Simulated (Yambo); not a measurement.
Yambo run on Cs₂ScAgCl₆ (space group Fm-3m, No. 225). The wavefunctions are LDA (Quantum ESPRESSO, PseudoDojo norm-conserving, 86 Ry, without SOC) ones on a 2×2×2 mesh (45 occupied bands); a = 7.4964 Å, b = 7.4964 Å, c = 7.4964 Å, α = 60.00°, β = 60.00°, γ = 60.00°.

Yambo input:

```
rim_cut
gw0
dyson
el_el_corr
HF_and_locXC
ppa
em1d
RandQpts= 1000000
RandGvec= 1 Ry
EXXRLvcs= 86 Ry
VXCRLvcs= 344 Ry
Chimod= "HARTREE"
% BndsRnXp
 6 | 315 |
%
NGsBlkXp= 6 Ry
% LongDrXp
 1.0 | 1.0 | 1.0 |
%
PPAPntXp= 27.2114 eV
% GbndRnge
 1 | 207 |
%
GTermKind= "BG"
DysSolver= "n"
ExtendOut
% QPkrange
 2 | 2 | 45 | 46 |
 3 | 3 | 46 | 46 |
%
```

k points by index: 2 = L, 3 = X.

The o-*.qp file then holds:

```
#    K-point    Band    Eo [eV]    E [eV]    E-Eo [eV]    Vxc [eV]    Vnlxc [eV]    Sc|Eo [eV]    Sc|E [eV]    dSc/dw|Eo [eV]    Re(Z)    Im(Z)
#
    2    45    0.000000    -1.237093    -1.237093    -19.78972    -24.80759    3.462030    3.780778    -7.010292    0.795147    -0.001577
    2    46    3.275844    5.022205    1.746361    -16.50697    -8.940702    -5.331080    -5.819902    -7.615504    0.781327    -0.002053
    3    46    3.138602    4.780228    1.641627    -14.94470    -8.831877    -4.089692    -4.471200    -6.323235    0.811439    -0.001414
```
(The two width columns are left out.) Convergence of these settings isn't established.

Geometry of the Materials Project entry, not relaxed at this level.

The structure is a Materials Project entry; no match was found in the copy of COD used, and its stability was not checked.
